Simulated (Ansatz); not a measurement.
## Vibrational response of TlWCl$_{6}$

The calculation used DFT PBE, scalar-relativistic, plane waves, PAW (Ansatz 0.2.0). Cutoff 420 eV, 6×6×6 k-points (Γ-centred), Gaussian smearing of 0.20 eV. Collinear spin, site moments 0.0, 0.6, 0.0, 0.0, 0.0, 0.0, 0.0, 0.0 μB. Phonons by linear response, acoustic sum rule imposed.

Equilibrium structure at this level:
```
CELL_PARAMETERS angstrom
3.42417 1.97695 6.29368
-3.42417 1.97695 6.29368
0.00000 -3.95390 6.29368
ATOMIC_POSITIONS crystal
Tl 0.00000 0.00000 0.00000
W 0.50000 0.50000 0.50000
Cl 0.67670 0.12485 0.48424
Cl 0.32330 0.87515 0.51576
Cl 0.48424 0.67670 0.12485
Cl 0.51576 0.32330 0.87515
Cl 0.12485 0.48424 0.67670
Cl 0.87515 0.51576 0.32330
```

The structure comes from a generated guess, relaxed at this level; another structure or a mixture of phases may lie lower. In a metal, frequencies depend on the k mesh and the smearing, soft modes most. Spin–orbit coupling is left out, which matters for heavy elements.

(1) Is this structure stable against zone-centre distortions?

(2) List the optical modes at Γ (i marks imaginary ones).

Results:

(1) Yes, at Γ: no optical mode is imaginary. Strains and other wave vectors aren't tested by this run.

(2)
```csv
frequency (cm⁻¹),degeneracy
26,1
29,2
40,2
59,1
95,2
109,1
148,1
157,2
169,1
175,2
282,2
291,2
300,1
360,1
```
